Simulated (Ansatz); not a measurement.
HfO2 in space group P4_2/nmc (No. 137; Hf on 2a, O on 4d), plane-wave PAW PBEsol (Ansatz code), all energies at zero smearing, with the estimated change up to a 700 eV cutoff added, with one set of potentials and settings (totals compare only within such a set). Cell of 6 atoms (2 Hf, 4 O): -33451.880 eV.

```csv
element,reference phase,E (eV/atom)
Hf,"P6_3/mmc, 2 atoms in the cell",-15598.8041
O,"C2/m, 4 atoms in the cell, spin-polarised",-558.3609
```

Formation energy per atom, worked out: (-33451.880 − 2×(-15598.8041) − 4×(-558.3609))/6 = -3.471 eV/atom (-335 kJ per mol of atoms), at 0 K, without zero-point energy or fitted corrections.

This is a known high-temperature phase of the composition, computed here at zero pressure and temperature. The PBEsol relaxation kept the symmetry of its start; its stability against distortions is not shown here. No spin polarisation was allowed. The references are the lowest solids computed at this level, not always the standard phases (solids in place of the gases). Scalar-relativistic: spin–orbit coupling is off unless named, which matters more the heavier the elements.

Potentials: the earlier of the program's two PAW sets. The files were generated under PBE; for other functionals the program regenerates the frozen cores, and for LDA and PBEsol the local potential too.
